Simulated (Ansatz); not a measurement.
Values for one crystal, relaxed and computed with DFT-PBE in the program Ansatz with PAW potentials; other levels are named.

| Property | Value |
|---|---|
| Volume per atom | 13.58 Å³ |
| Electronic character | metallic (no gap) |
| Formation energy from the elements (no fitted shifts) | -0.50 eV/atom |
| Density of states at the Fermi level | 0.08 states/eV per atom (mean over ±0.08 eV) |
| Bulk modulus (Birch–Murnaghan fit) | 204 GPa |
| Pressure derivative B′ | 4.5 |

Problem. Pick the material that matches.
A) NbP, I4_1md (Nb on 4a, P on 4a)
B) Ge2Pt, MoSi2 or CaC2 type
C) Y3Si, Fm-3m (Si on 4a, Y on 4b, Y on 8c)
D) Si2Mo, MoSi2 or CaC2 type

Solution. D, Si2Mo, MoSi2 or CaC2 type

Space group I4/mmm (MoSi2 or CaC2 type). The PBE relaxation kept the symmetry of its start. The run is not spin-polarised. The references are the lowest solids computed at this level, not always the standard phases. Spin–orbit coupling is left out wherever it is not named.

Potentials: the later of the program's two PAW sets.
